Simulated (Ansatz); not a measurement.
The structure is an experimental refinement, used without relaxation.

Sb: DFT, LDA, all-electron LAPW, scalar-relativistic (Ansatz 0.2.0).

Command: `ansatz run input.yaml --threads 1 --pin off --max-ram 3072MiB --backend cpu --events-out ev --progress --plain --runs-dir out` The run took 78 s on 1 thread of Arm Neoverse V2 (shared host), peak memory 0.71 GiB.

```yaml
crystal:
  lattice:
    - [2.150600332, 1.2416496806, 3.744]
    - [-2.150600332, 1.2416496806, 3.744]
    - [0.0, -2.4832993611, 3.744]
  atoms:
    - { symbol: Sb, position: [0.23364, 0.23364, 0.23364] }
    - { symbol: Sb, position: [0.76636, 0.76636, 0.76636] }
kpoints:
  mp_grid: { grid: [12, 12, 12] }
  band_path:
    path:
      - [0.0, 0.0, 0.0]
      - [0.5, 0.5, 0.5]
      - [0.7600111779, 0.2399888221, 0.5]
      - [0.5, -0.2399888221, 0.2399888221]
      - [0.5, 0.0, 0.0]
      - [0.0, 0.0, 0.0]
      - [0.369994411, -0.369994411, 0.0]
      - [0.630005589, 0.0, 0.369994411]
      - [0.5, 0.0, 0.5]
    npoints: 14
scf:
  occupations: { method: fermi_dirac, width: 0.03 }
hamiltonian:
  xc: lda
  pseudopotentials: { kind: all_electron, lapw: { basis_error: 0.0005 } }
output:
  forces: true
  stress: true
  eigenvalues: true
  fatbands: true
  populations: true
  dos: { projected: true, de: 0.2, e_range: [-14, 8] }
```

Output:

```
Sb: projections on atomic orbitals take those of the free atom 1s2 2s2 2p6 3s2 3p6 3d10 4s2 4p6 4d10 5s2 5p3, of charge +0.00 (hamiltonian.pseudopotentials.projection_atoms)
LAPW: plane waves up to 8.100 Å⁻¹, error target 5.0e-4 eV per atom; small_component_spin mean_spin; Sb in spheres of 1.452 Å, 23 of its electrons in bands, Dirac shells []
Engine: ansatz 0.2.0
Pseudopotentials: kind: all_electron
Pseudopotential: Sb, LAPW, valence charge 23, Koelling and Harmon's equation, gaussian nucleus
Functional definition: SPW92
  exchange = slater_x
  correlation = pw_c
Crystal: 2 atoms, lattice volume = 59.985 Å³
Basis set: ecut = 249.97931539367164 eV, 549 PW (Γ), exchange–correlation at level 2
Bands: 28, of which v1, the nominal top of the filled ones, is band 23 counted from 1 (22 counted from 0)
Symmetry: 12 space group operations
Space group: R-3m (ITA 166), of the structure as read, at distance tolerance 3.9e-5 Å
k-points: 189 of 1728
Non-local potential: Sb, projectors of the file, none
Initial density: superposition of atomic densities (chi_scale 0.1, normalization cell)
Initial wavefunctions: plane waves of lowest kinetic energy (no species holds an atomic orbital)
Functional: x = slater, c = lda
iter 1 solved again at ethr=1.70e-4 eV; its pass at ethr=1.00e-1 eV (dr2=7.84e-2 eV) is discarded
SCF iter   1: F=—  HF=-352439.397475 eV  |F-HF|=—  |Δ(HF+E_count)|=         —  Δρ=1.26e-2  dr2=7.94e-2  ethr=1.70e-4  ⟨swp⟩=3.0  Hψ=35053  notcnv=0
preconditioner: auto → none  [insulator: Δε(μ)=0.151 eV  Ē_g=9.532 eV  σ=0.030 eV  W_gap=0.73  n_scr=14 (ndim 8)  ℏωp=15.2 eV  f_vac=0.017  D(μ)=0.11/eV (n_scr^D=0)  ε∞_Penn≈3.5]
SCF iter   2: F=—  HF=-352439.376911 eV  |F-HF|=—  |Δ(HF+E_count)|=   2.06e-2  Δρ=5.85e-3  dr2=1.75e-2  ethr=1.70e-4  ⟨swp⟩=2.0  Hψ=15634  notcnv=0
iter 3 solved again at ethr=3.32e-7 eV; its pass at ethr=3.81e-5 eV (dr2=1.53e-4 eV) is discarded
SCF iter   3: F=—  HF=-352439.373326 eV  |F-HF|=—  |Δ(HF+E_count)|=   3.59e-3  Δρ=4.49e-4  dr2=1.53e-4  ethr=3.32e-7  ⟨swp⟩=2.0  Hψ=26848  notcnv=0
SCF iter   4: F=—  HF=-352439.372900 eV  |F-HF|=—  |Δ(HF+E_count)|=         —  Δρ=9.81e-5  dr2=4.28e-6  ethr=3.32e-7  ⟨swp⟩=2.2  Hψ=15667  notcnv=0
the basis was enlarged: its passes take 134.3 KiB over the memory plan, 1 of 1 planned eigensolver slots
SCF iter   5: F=—  HF=-352439.372898 eV  |F-HF|=—  |Δ(HF+E_count)|=   2.24e-6  Δρ=4.02e-5  dr2=1.77e-6  ethr=9.30e-9  ⟨swp⟩=2.6  Hψ=15756  notcnv=0
SCF iter   6: F=-352439.372897 eV  HF=-352439.372897 eV  |F-HF|=1.12e-8  |Δ(HF+E_count)|=   1.26e-6  Δρ=5.69e-6  dr2=1.89e-8  ethr=3.85e-9  ⟨swp⟩=2.2  Hψ=15657  notcnv=0
SCF 1 converged in 6 iterations: F = -352439.372897 eV  dr2 = 1.89e-8
NSCF: frozen V_eff on 113 k-points
SCF converged after 6 iterations
Free energy (F): -352439.372897 eV
Harris-Foulkes:  -352439.372897 eV  (|F-HF|=1.12e-8)
Internal energy: -352439.372562 eV  (E = F + TS)
E sigma→0 (E₀):  -352439.372729 eV
Entropy (-TS):   -0.000335 eV (-0.167 meV/atom)
Fermi energy:    12.498521 eV
--- Per-component energies (eV) ---
  E_band       = -1804.185064
  E_kinetic    = 371331.177283
  E_xc         = -8986.650461
  E_electrostatic = -714783.899384  (all electrons and nuclei)
  E_smearing   = -0.000335  (= −TS)
  E_closure    = 0.000000  (closes the sum)
  E_atoms      = -352429.757022  (free atoms, spherical and without spin; not in F)
  Σ components = -352439.372897   (vs F -352439.372897, Δ=0.00e0)
  Basis errors (estimates in eV, not in F): energy 2.0e-4 per atom: plane waves 1.8e-4 (9.9e-5 summed), levels above the bands 3.1e-78, relativity 3.4e-9, radial functions 2.0e-5, core shells 4.7e-9; eigenvalues (radial functions only) 1.8e-7; not estimated: angular momenta, meshes, grids; target (lapw.basis_error) 5.0e-4; muffin-tin radii Sb 1.452 Å
--- Forces (eV/Å), atoms counted from 1 ---
  atom   1  Sb     0.00000000     0.00000000     0.07120598
  atom   2  Sb    -0.00000000    -0.00000000    -0.07120598
  max |Σ_I F_I| component: 1.39e-17 eV/Å
--- Stress (GPa, compression-positive) ---
       -0.685404       0.000000      -0.000000
        0.000000      -0.685404      -0.000000
       -0.000000      -0.000000      -1.080065
  P = ⅓ Tr σ = -0.8170 GPa (-8.170 kbar)
--- Band table (eV; the first three rows and the last of 189) ---
  k-point 0: bands = ["-131.4747", "-131.4740", "-84.6074", "-84.6074", "-84.6030", "-84.6030", "-84.5912", "-84.5878", "-16.7996", "-16.7996", "-16.7054", "-16.7054", "-16.6829", "-16.5881", "-16.5881", "-16.5845", "-16.5077", "-16.5077", "-0.2894", "7.5817", "10.4612", "10.7206", "10.7206", "14.6169", "15.2130", "15.2130", "17.7146", "17.7146"]
  k-point 1: bands = ["-131.4747", "-131.4740", "-84.6074", "-84.6074", "-84.6031", "-84.6030", "-84.5911", "-84.5879", "-16.7967", "-16.7955", "-16.7040", "-16.7031", "-16.6811", "-16.5900", "-16.5894", "-16.5863", "-16.5119", "-16.5108", "-0.2124", "7.2408", "10.4939", "10.7028", "10.8424", "14.5825", "14.9936", "15.0269", "17.3342", "17.6651"]
  k-point 2: bands = ["-131.4746", "-131.4740", "-84.6074", "-84.6072", "-84.6033", "-84.6030", "-84.5909", "-84.5880", "-16.7883", "-16.7834", "-16.7001", "-16.6962", "-16.6757", "-16.5956", "-16.5949", "-16.5901", "-16.5238", "-16.5196", "0.0176", "6.4301", "10.5056", "10.6611", "11.1345", "14.3031", "14.4953", "14.5467", "17.1180", "17.6768"]
  k-point 188: bands = ["-131.4746", "-131.4740", "-84.6071", "-84.6071", "-84.6033", "-84.6033", "-84.5906", "-84.5883", "-16.7481", "-16.7481", "-16.6862", "-16.6862", "-16.6616", "-16.6038", "-16.6024", "-16.6024", "-16.5638", "-16.5638", "1.2648", "3.4426", "11.2208", "11.2208", "11.9906", "12.6361", "12.6361", "13.5944", "19.5468", "21.5560"]
--- Löwdin populations: 2 sites ---
  site symbol       q [e]
     0     Sb     50.9669
     1     Sb     50.9669
  spilling = 0.000650 (of n_electrons = 102.000000)
```

populations.tsv:

```
# site	symbol	l	j	q
# orbitals = lowdin
# n_electrons = 102.000000
# spilling = 0.000650
# projection_atom_Sb: 1s2 2s2 2p6 3s2 3p6 3d10 4s2 4p6 4d10 5s2 5p3
0	Sb	0_1S	-	1.999999
0	Sb	0_2S	-	1.999979
0	Sb	0_3S	-	1.999685
0	Sb	0_4S	-	1.996021
0	Sb	0_5S	-	1.798420
0	Sb	1_2P	-	5.999999
0	Sb	1_3P	-	5.999960
0	Sb	1_4P	-	5.997841
0	Sb	1_5P	-	3.177537
0	Sb	2_3D	-	9.999987
0	Sb	2_4D	-	9.997423
1	Sb	0_1S	-	1.999999
1	Sb	0_2S	-	1.999979
1	Sb	0_3S	-	1.999685
1	Sb	0_4S	-	1.996021
1	Sb	0_5S	-	1.798420
1	Sb	1_2P	-	5.999999
1	Sb	1_3P	-	5.999960
1	Sb	1_4P	-	5.997841
1	Sb	1_5P	-	3.177537
1	Sb	2_3D	-	9.999987
1	Sb	2_4D	-	9.997423
```
